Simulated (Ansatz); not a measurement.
## MgAu: from a starting cell to a relaxed one

The start is a relaxed MgAu cell displaced along its unstable phonon at q = Γ (94i cm⁻¹), largest move 0.15 Å. The structure is fully relaxed (lattice and positions, P = 0) with PBEsol (plane waves to 420 eV, PAW, scalar-relativistic; Ansatz, a quantum-chemistry and plane-wave program). First-step values are on the input's coarse k-mesh.

Ansatz input (later rounds restart from its end on a renewed k-mesh):
Ansatz 0.2 input:
```yaml
crystal:
  lattice:
    - [3.1997423166, 0, 0]
    - [0, 3.3216440558, 0]
    - [0, 0, 7.36099122]
  atoms:
    - { symbol: Mg, position: [0.5, 0.0451583606, 0] }
    - { symbol: Mg, position: [0.5, 0.496083591, 0.5] }
    - { symbol: Au, position: [0, -0.0025445578, 0.2950248139] }
    - { symbol: Au, position: [0, -0.0025445578, 0.7049751861] }
basis: { ecutwfc: 420, ecutrho_ratio: 4, xc_grid: 2, fft_grid_basis: typed }
kpoints: { mp_grid: { grid: [10, 10, 5] } }
hamiltonian:
  xc: pbesol
  dispersion: none
  pseudopotentials: { kind: paw }
scf: { occupations: { method: fermi_dirac, width: 0.05 } }
relax: { f_tol: 0.01, max_steps: 100, cell: { stress_tol: 0.02 } }
output: { forces: true, stress: true }
```

```json
{
  "largest_initial_force": "0.11 eV/Å, on Mg1 (atoms numbered as listed)",
  "volume_change": "-11.6 %, from 19.56 to 17.30 Å³/atom",
  "relative_to_the_parent": "It does not go back: it reaches Pm-3m (No. 221), CsCl type, 0.22 eV/atom below the parent",
  "Shortest distances (start → end)": "The closest pairs of elements (up to four, under 3.6 Å), start → end: Au–Mg 2.70 → 2.82 Å; Au–Au 3.02 → 3.26 Å; Mg–Mg 3.20 → 3.26 Å",
  "band_gap_at_the_end": "no gap (metallic)",
  "optimiser_moves": "12"
}
```

Relaxed structure:

Space group Pm-3m (No. 221); a = b = c = 3.258 Å, α = β = γ = 90.00°

```
atom  site  symmetry       x       y       z
----  ----  --------  ------  ------  ------
Mg      1a      m-3m  0.0000  0.0000  0.0000
Au      1b      m-3m  0.5000  0.5000  0.5000
```

Final values are on a 14×14×14 k-mesh of the relaxed cell. No spin polarisation in the result.

The run could not lose the symmetry of its start.

Of the parent cell (Pmmm (No. 47)): it is a generated cell of MgAu: the first start was made by placing the elements on the sites of a structure type, and the end was not matched to a known phase here, so it may be hypothetical.
